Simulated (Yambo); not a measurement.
Yambo run on ZnO (wurtzite, space group P6_3mc, No. 186). The wavefunctions come from this Quantum ESPRESSO step (PBE, PseudoDojo standard norm-conserving files, scalar-relativistic):

```
&CONTROL
  calculation = 'nscf'
  pseudo_dir = './pseudo'
  outdir = './out'
/
&SYSTEM
  ibrav = 0
  nat = 4
  ntyp = 2
  ecutwfc = 84.0
  ecutrho = 336.0
  occupations = 'fixed'
  force_symmorphic = .true.
  nbnd = 126
/
&ELECTRONS
  conv_thr = 4e-09
  diago_full_acc = .true.
  diago_thr_init = 1e-08
/
ATOMIC_SPECIES
O 15.9990 O.upf
Zn 65.3800 Zn.upf
CELL_PARAMETERS angstrom
  3.237349852000   0.000000000000   0.000000000000
 -1.618674926000   2.803627213000   0.000000000000
  0.000000000000   0.000000000000   5.222060000000
ATOMIC_POSITIONS crystal
O   0.666666667000   0.333333333000   0.879720000000
O   0.333333333000   0.666666667000   0.379720000000
Zn   0.666666667000   0.333333333000   0.500590000000
Zn   0.333333333000   0.666666667000   0.000590000000
K_POINTS automatic
6 6 4 0 0 0
```

Yambo input:

```
rim_cut
gw0
dyson
el_el_corr
HF_and_locXC
ppa
em1d
RandQpts= 1000000
RandGvec= 1 Ry
EXXRLvcs= 84 Ry
VXCRLvcs= 336 Ry
Chimod= "HARTREE"
% BndsRnXp
 9 | 125 |
%
NGsBlkXp= 10 Ry
% LongDrXp
 1.0 | 1.0 | 1.0 |
%
PPAPntXp= 27.2114 eV
% GbndRnge
 1 | 125 |
%
GTermKind= "BG"
DysSolver= "n"
ExtendOut
% QPkrange
 1 | 1 | 26 | 27 |
 3 | 3 | 26 | 27 |
 12 | 12 | 26 | 27 |
 19 | 19 | 26 | 27 |
 21 | 21 | 26 | 27 |
%
```

k points by index: 1 = Γ, 3 = A, 12 = L, 19 = K, 21 = H.

Table of the .qp output:

```
#    K-point    Band    Eo [eV]    E [eV]    E-Eo [eV]    Vxc [eV]    Vnlxc [eV]    Sc|Eo [eV]    Sc|E [eV]    dSc/dw|Eo [eV]    Re(Z)    Im(Z)
#
    1    26    0.000000    -0.773119    -0.773119    -25.18802    -30.83847    4.665114    4.877325    -7.468044    0.784653    -0.001208
    1    27    0.869019    1.141338    0.272319    -12.62380    -9.116394    -3.180302    -3.235090    -5.473389    0.832539    -0.970627E-3
    3    26    -0.390287    -1.234509    -0.844222    -24.59697    -30.42692    4.753175    4.985729    -7.494703    0.784050    -0.001223
    3    27    3.521972    4.165268    0.643296    -14.68376    -10.48851    -3.409606    -3.551959    -6.020768    0.818826    -0.001051
    12    26    -1.372119    -2.372420    -1.000301    -23.36160    -29.48275    4.843118    5.120851    -7.554200    0.782708    -0.001274
    12    27    5.787214    6.289327    0.502112    -12.09598    -7.374602    -4.120225    -4.219265    -5.366608    0.835268    -0.720567E-3
    19    26    -1.725866    -2.838037    -1.112171    -22.97556    -29.25559    4.858940    5.167863    -7.556150    0.782657    -0.002699
    19    27    7.719825    8.126240    0.406414    -11.33301    -6.699252    -4.148572    -4.227342    -5.272963    0.837676    -0.865179E-3
    21    26    -1.245126    -2.181146    -0.936021    -23.07351    -29.07033    4.799742    5.060804    -7.588352    0.781940    -0.001266
    21    27    8.057048    8.779797    0.722749    -13.60686    -8.504455    -4.218625    -4.379661    -6.061787    0.817815    -0.001402
```
(The two width columns are left out.) Convergence of these settings isn't established.

Geometry of the Materials Project entry, not relaxed at this level.
